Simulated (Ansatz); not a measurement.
Sn:
```cif
data_Sn2
_chemical_formula_sum 'Sn2'
_space_group_name_H-M_alt 'P 1'
_space_group_IT_number 1
_cell_length_a 4.64436
_cell_length_b 4.64436
_cell_length_c 4.64436
_cell_angle_alpha 60.000
_cell_angle_beta 60.000
_cell_angle_gamma 60.000
loop_
_space_group_symop_operation_xyz
  'x, y, z'
loop_
_atom_site_label
_atom_site_type_symbol
_atom_site_fract_x
_atom_site_fract_y
_atom_site_fract_z
_atom_site_occupancy
Sn1 Sn 0.50000 0.50000 0.50000 1
Sn2 Sn 0.75000 0.75000 0.75000 1
```

Relaxed with r²SCAN.

Task: Which orbitals make up the states near the Fermi level in DFT-r²SCAN in the program Ansatz with PAW potentials?

Result: Within 0.5 eV of the Fermi level: Sn 5p 81 %, Sn 5s 17 %. Projections are on Löwdin-orthogonalised atomic valence shells; empty p or d shells of many metals are not among them.

Task: Tabulate the density of states.

Result: States/eV per cell of 2 atoms, in 0.25 eV bins, energy from the Fermi level.

| E (eV) | total | Sn 5p | Sn 5s |
|---|---|---|---|
| -7.85 | 0.15 | 0.05 | 0.10 |
| -7.60 | 0.13 | 0.05 | 0.09 |
| -7.35 | 0.44 | 0.15 | 0.28 |
| -7.10 | 0.60 | 0.22 | 0.38 |
| -6.85 | 0.77 | 0.30 | 0.46 |
| -6.60 | 1.07 | 0.46 | 0.60 |
| -6.35 | 1.07 | 0.50 | 0.56 |
| -6.10 | 0.70 | 0.32 | 0.37 |
| -5.85 | 0.55 | 0.25 | 0.29 |
| -5.60 | 0.45 | 0.20 | 0.24 |
| -5.35 | 0.38 | 0.17 | 0.20 |
| -5.10 | 0.32 | 0.14 | 0.17 |
| -4.85 | 0.27 | 0.12 | 0.15 |
| -4.60 | 0.23 | 0.10 | 0.12 |
| -4.35 | 0.20 | 0.09 | 0.11 |
| -4.10 | 0.16 | 0.07 | 0.09 |
| -3.85 | 0.14 | 0.06 | 0.08 |
| -3.60 | 0.19 | 0.12 | 0.06 |
| -3.35 | 1.50 | 1.41 | 0.08 |
| -3.10 | 1.46 | 1.36 | 0.09 |
| -2.85 | 1.41 | 1.31 | 0.08 |
| -2.60 | 1.77 | 1.68 | 0.08 |
| -2.35 | 1.85 | 1.76 | 0.07 |
| -2.10 | 1.73 | 1.66 | 0.06 |
| -1.85 | 1.61 | 1.55 | 0.05 |
| -1.60 | 1.52 | 1.46 | 0.04 |
| -1.35 | 1.41 | 1.37 | 0.03 |
| -1.10 | 0.90 | 0.87 | 0.02 |
| -0.85 | 0.56 | 0.55 | 0.01 |
| -0.60 | 0.36 | 0.35 | 0.01 |
| -0.35 | 0.21 | 0.20 | 0.00 |
| -0.10 | 0.05 | 0.05 | 0.00 |
| 0.15 | 0.03 | 0.01 | 0.01 |
| 0.40 | 0.14 | 0.07 | 0.07 |
| 0.65 | 0.29 | 0.16 | 0.12 |
| 0.90 | 0.62 | 0.37 | 0.22 |
| 1.15 | 1.19 | 0.75 | 0.38 |
| 1.40 | 2.01 | 1.30 | 0.59 |
| 1.65 | 1.97 | 1.29 | 0.55 |
| 1.90 | 1.22 | 0.79 | 0.33 |
| 2.15 | 1.33 | 0.87 | 0.33 |
| 2.40 | 1.10 | 0.77 | 0.23 |
| 2.65 | 1.09 | 0.81 | 0.19 |
| 2.90 | 1.18 | 0.92 | 0.15 |
| 3.15 | 2.00 | 1.61 | 0.15 |
| 3.40 | 1.70 | 1.34 | 0.15 |
| 3.65 | 1.30 | 1.03 | 0.11 |
| 3.90 | 1.15 | 0.91 | 0.07 |
| 4.15 | 1.92 | 1.35 | 0.09 |
| 4.40 | 1.76 | 1.20 | 0.09 |
| 4.65 | 1.50 | 1.00 | 0.09 |
| 4.90 | 1.32 | 0.86 | 0.08 |

Space group Fd-3m (diamond). This is a known low-temperature phase of the composition, computed here at zero pressure and temperature. The cell was relaxed with r²SCAN under the symmetry of its start; of distortions, only those at the zone centre were tested. Spin–orbit coupling is left out wherever it is not named.

Potentials: the earlier of the program's two PAW sets.
